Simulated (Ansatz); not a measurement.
Task: Name crystals whose computed values (plane-wave PAW r²SCAN (Ansatz code)) fall in these windows: electron conductivity mass (mₑ) 0.37 to 0.51; B₀ by P(V) fit (GPa) 34 to 42.

Result: 

```json
[
 {"crystal": "Ca2Si, fluorite or antifluorite type", "electron conductivity mass (mₑ)": "0.43", "B₀ by P(V) fit (GPa)": "39.1"},
 {"crystal": "LiCl, rock salt", "electron conductivity mass (mₑ)": "0.47", "B₀ by P(V) fit (GPa)": "34.8"},
 {"crystal": "SiO2, P3_221 (Si on 3a, O on 6c)", "electron conductivity mass (mₑ)": "0.49", "B₀ by P(V) fit (GPa)": "38.8"},
 {"crystal": "Rb2NaYF6, Fm-3m (Rb on 8c, Na on 4b, Y on 4a, F on 24e)", "electron conductivity mass (mₑ)": "0.51", "B₀ by P(V) fit (GPa)": "40.9"},
 {"crystal": "SrCl2, fluorite", "electron conductivity mass (mₑ)": "0.39", "B₀ by P(V) fit (GPa)": "37.5"}
]
```
Others may fit too.

Standing as an ambient phase not checked: Ca2Si, fluorite or antifluorite type; Rb2NaYF6, Fm-3m (Rb on 8c, Na on 4b, Y on 4a, F on 24e). All cells were relaxed under the symmetry of their starts (and spin orders); stability against distortions was not tested throughout. Rows with no word on spin ran without spin polarisation. Scalar-relativistic: spin–orbit coupling is off unless named, which matters more the heavier the elements.

Potentials: the later of the program's two PAW sets.
